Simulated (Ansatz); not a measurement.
### Question
Ga (α-Ga, Cmce) is relaxed with plane-wave PAW LDA (Ansatz code). What lattice parameters of the conventional cell result?

### Answer
a = 4.424 Å, b = 7.493 Å, c = 4.434 Å.

### Question
Give the free coordinates with the occupied sites.

### Answer
In one choice of origin and axes:

```tsv
atom	site	symmetry	x	y	z
Ga	8f	m..	0.0000	0.3441	0.4153
```

The LDA relaxation kept the symmetry of its start. Axis ratios of metals converge slowly with the k-mesh, so a and c are less sure than the volume.

Potentials: the earlier of the program's two PAW sets. The files were generated under PBE; for other functionals the program regenerates the frozen cores, and for LDA and PBEsol the local potential too.
